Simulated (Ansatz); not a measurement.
# Elastic constants of Ir at 3 GPa (stress–strain coefficients): input and output

The calculation used DFT PBEsol, scalar-relativistic, plane waves, PAW (Ansatz 0.2.0).

Launched with:
```bash
ansatz run input.yaml --threads 1 --pin off --max-ram 3072MiB --backend cpu --events-out ev --progress --plain --runs-dir out
```

Input (bare energies are in eV):
```yaml
crystal:
  lattice:
    - [2.7140807566, 0.0, 0.0]
    - [-1.3570403783, 2.3504628831, 0.0]
    - [0.0, 0.0, 4.3990959669]
  atoms:
    - { symbol: Ir, position: [0.6666666667, 0.3333333333, 0.75] }
    - { symbol: Ir, position: [0.3333333333, 0.6666666667, 0.25] }
basis:
  ecutwfc: 420
kpoints:
  mp_grid: { grid: [18, 18, 10] }
hamiltonian:
  xc: pbesol
scf:
  occupations: { method: fermi_dirac, width: 0.15 }
output:
  forces: true
  stress: true
  eigenvalues: true
elastic:
  mode: relaxed_ion
  amplitude: 0.005
```

From the output:
```
--- Elastic constants: 3 strain directions × 4 members + reference (group order 24) ---
  dense FFT box of the reference and of every strained cell: 20×20×30
  strains applied: 11, 33, 23; error gains: componentwise 1.00 (the most a stress slope's error grows in a printed constant), spectral 1.41 (1 for all six strains in a standard setting)
  C = ∂σ_k/∂η_j (tension-positive GPa; Voigt order 11 22 33 23 13 12):
       673.322    231.340    265.987      0.000      0.000      0.000
       231.340    673.322    265.987      0.000      0.000      0.000
       265.969    265.969    669.481      0.000      0.000      0.000
         0.000      0.000      0.000    104.139      0.000      0.000
         0.000      0.000      0.000     -0.000    104.139      0.000
         0.000     -0.000      0.000      0.000      0.000    220.991
  reference stress σ⁰ (GPa):     -3.009     -3.009     -3.010     -0.000     -0.000      0.000
  C* (energy form; C + prestress term) asymmetry max|C*_kj − C*_jk| = 1.916e-2 GPa — a small one proves nothing (zero by symmetry where the batch's group is 432, −43m or m−3m); a large one is finite-difference/SCF noise where every solve ...
  moduli (Voigt/Reuss/Hill, GPa): K = 393.64/393.46/393.55   G = 169.38/149.95/159.66   E = 421.93   ν = 0.321
  mechanically stable: yes (min eigenvalue of sym C = 104.14 GPa)
  harmonic check of the ions' relaxations: strain 23: 1 pair too noisy to judge
  the stresses are not corrected for the forces that the relaxations left standing (`elastic.f_tol`)
  strain η (Voigt 11):  stress-route row diagonal C_11 = 673.32 GPa, energy-path curvature d²(F+E_count+ΔE)/dδ²/Ω₀ = 673.36 GPa
    cells at ±δ against ±2δ: C11 673.55 and 674.23 GPa, apart by 0.10 % of the column's largest entry
         δ    σ_11 (GPa) F (eV) n_scf n_hpsi n_pw
    -1.000e-2     -10.1333      -23597.9850252      10  203524    565   relax 3 steps, max|allowed force component| 1.50e-5 eV/Å
    -5.000e-3      -6.4726      -23597.9922829      10  203423    567   relax 2 steps, max|allowed force component| 6.94e-6 eV/Å
     5.000e-3       0.2629      -23597.9976093      10  203322    571   relax 2 steps, max|allowed force component| 2.36e-5 eV/Å
     1.000e-2       3.3512      -23597.9960152       9  191306    572   relax 2 steps, max|allowed force component| 2.28e-5 eV/Å
  strain η (Voigt 33):  stress-route row diagonal C_33 = 669.48 GPa, energy-path curvature d²(F+E_count+ΔE)/dδ²/Ω₀ = 669.45 GPa
    cells at ±δ against ±2δ: C33 669.62 and 670.02 GPa, apart by 0.06 % of the column's largest entry
         δ    σ_33 (GPa) F (eV) n_scf n_hpsi n_pw
    -1.000e-2     -10.0079      -23597.9851062       7   78562    563   relax 0 steps, max|allowed force component| 1.25e-16 eV/Å
    -5.000e-3      -6.4328      -23597.9922956       4   64887    564   relax 0 steps, max|allowed force component| 1.53e-16 eV/Å
     5.000e-3       0.2633      -23597.9976147       4   65372    567   relax 0 steps, max|allowed force component| 1.85e-17 eV/Å
     1.000e-2       3.3925      -23597.9960052       6   66951    570   relax 0 steps, max|allowed force component| 2.78e-17 eV/Å
  strain η (Voigt 23):  stress-route row diagonal C_44 = 104.14 GPa, energy-path curvature d²(F+E_count+ΔE)/dδ²/Ω₀ = 105.61 GPa
    cells at ±δ against ±2δ: C44 104.11 and 104.01 GPa, apart by 0.10 % of the column's largest entry
         δ    σ_23 (GPa) F (eV) n_scf n_hpsi n_pw
    -1.000e-2      -1.0401      -23597.9954977      10  322455    567   relax 4 steps, max|allowed force component| 4.69e-6 eV/Å
    -5.000e-3      -0.5205      -23597.9961908      10  322543    567   relax 2 steps, max|allowed force component| 3.12e-5 eV/Å
     5.000e-3       0.5205      -23597.9961908      10  322950    567   relax 3 steps, max|allowed force component| 1.05e-6 eV/Å
     1.000e-2       1.0401      -23597.9954977      10  322840    567   relax 4 steps, max|allowed force component| 4.69e-6 eV/Å
```

It took 9 min on 1 thread of Intel(R) Xeon(R) Platinum 8488C (Sapphire Rapids), on a shared host, peak memory 0.74 GiB.

In a metal, frequencies and elastic constants depend on the k mesh and the smearing, soft modes and shear constants most. Spin–orbit coupling is left out, which can shift energies with elements as heavy as these.

This form isn't the element's structure at ambient conditions.